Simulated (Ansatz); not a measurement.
Pressure against volume: TlAgTe2

```
Tl Ag Te
1.0
    -1.96000    1.96000    7.61000
     1.96000   -1.96000    7.61000
     1.96000    1.96000   -7.61000
Tl Ag Te
1 1 2
Direct
  0.00000 0.00000 0.00000
  0.75000 0.25000 0.50000
  0.36900 0.36900 0.00000
  0.63100 0.63100 0.00000
```

The conventional cell has a = 3.920 Å, b = 3.920 Å, c = 15.220 Å, α = 90.00°, β = 90.00°, γ = 90.00°. Tl (atom 1) is surrounded by 8 Te at 3.41 Å and 4 Tl at 3.92 Å. Around Ag (atom 2) lie 4 Te at 2.67 Å. Around Te (atom 3) lie 2 Ag at 2.67 Å.

The cell is COD entry 1509558, as deposited and not checked against the literature; nothing was relaxed.

No spin–orbit coupling, which matters for the heavy atoms here.

All numbers are computed: DFT, LDA, all-electron LAPW, scalar-relativistic (Ansatz 0.2.0); DFT, LDA, PAW with Ansatz's default frozen-core files, scalar-relativistic (Ansatz 0.2.0).

For LAPW: a Γ-centred 13×13×13 k mesh, Fermi–Dirac smearing of 0.05 eV, basis error target 0.5 meV/atom, no spin polarisation. PAW takes a cutoff of 420 eV at this cell (files made with PBE, cores remade for this functional). The Ansatz runs share mesh, smearing and spin set-up. Plane-wave (PAW) pressures include the program's estimate of the Pulay term.

The cell above is scaled evenly, with fractional coordinates and shape held.

| V/V(cell) | V (Å³/atom) | P, LAPW (GPa) | P, PAW (GPa) |
| --- | --- | --- | --- |
| 0.9400 | 27.481 | ? | ? |
| 0.9600 | 28.065 | 0.65 | 0.64 |
| 0.9800 | 28.650 | -0.44 | -0.45 |
| 0.9900 | 28.942 | -0.93 | -0.95 |
| 1.0000 | 29.235 | -1.40 | -1.41 |
| 1.0100 | 29.527 | -1.83 | -1.84 |
| 1.0200 | 29.819 | -2.24 | -2.25 |
| 1.0600 | 30.989 | -3.63 | -3.63 |

Task: Fill in the row V/V(cell) = 0.9400.

Result: P, LAPW (GPa) = 1.89, P, PAW (GPa) = 1.87.

Task: What do Birch–Murnaghan fits to the pressures give?

Result: LAPW: V0 = 28.41 Å³/atom, B0 = 52 GPa, B0′ = 5.2; PAW: V0 = 28.40 Å³/atom, B0 = 52 GPa, B0′ = 5.2.

PAW's V0 lies -0.03 % from the all-electron value and its B0 0.0 %. With shape and internal coordinates held, B0 is an upper bound to the relaxed modulus.
